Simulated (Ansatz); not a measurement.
SiMo3:
```
SiMo3
1.0
    4.88354     0.00000     0.00000
    0.00000     4.88354     0.00000
    0.00000     0.00000     4.88354
Si Mo
2 6
Direct
  0.50000   0.50000   0.50000
  0.00000   0.00000   0.00000
  0.00000   0.50000   0.25000
  0.00000   0.50000   0.75000
  0.25000   0.00000   0.50000
  0.75000   0.00000   0.50000
  0.50000   0.25000   0.00000
  0.50000   0.75000   0.00000
```

Relaxed with r²SCAN. Special points in fractions of this cell's reciprocal vectors: Γ (0.000, 0.000, 0.000); X (0.000, 0.500, 0.000); M (0.500, 0.500, 0.000); R (0.500, 0.500, 0.500).

Task: List the band energies nearest the Fermi level at these points for r²SCAN (plane waves, PAW; program Ansatz).

Result: In eV from the Fermi level; about four levels below and three above (degenerate sets whole), none deeper than 8.9 eV; points with the same levels are listed once.

| k | below | above |
|---|---|---|
| Γ | -2.32 -2.32 -2.32 -1.68 -1.68 | 1.34 1.34 1.34 |
| X | -2.60 -2.60 -1.84 -1.84 | 0.21 0.21 1.00 1.00 |
| M | -0.88 -0.75 -0.50 -0.19 | 0.21 0.92 1.14 1.14 |
| R | -1.33 -1.33 -1.33 -1.33 -1.33 -1.33 | 1.32 1.32 1.32 1.32 1.32 1.32 |

Space group Pm-3n (A15 (Cr3Si type)). Symmetry was held in the r²SCAN relaxation. The run is not spin-polarised. Spin–orbit coupling is left out wherever it is not named.

Potentials: the earlier of the program's two PAW sets.
